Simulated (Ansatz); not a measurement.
Nb4CoP in space group P4/mcc (No. 124; P on 2c, Co on 2a, Nb on 8m) under volume change, r²SCAN (plane waves, PAW; program Ansatz), shape and atoms relaxed at each volume.

```tsv
V (Å³/atom)	E − E(relaxed) (meV/atom)	P (GPa)
14.205	94.0	23.16
14.674	39.6	14.26
15.142	9.4	6.59
15.610	0.0	0.00
16.078	8.5	-5.69
16.547	32.5	-10.61
17.015	69.9	-14.83
```

What does a third-order Birch–Murnaghan fit give for V₀, B₀ and B′?

V₀ = 15.61 Å³/atom, B₀ = 204 GPa, B′ = 3.9.

The workflow started from an entry of the Crystallography Open Database (COD). Whether it is the stable phase at ambient conditions was not checked. Symmetry was held in the r²SCAN relaxation; its stability against distortions is not shown here. The workflow began spin-polarised and lost its moments.

Potentials: the later of the program's two PAW sets.
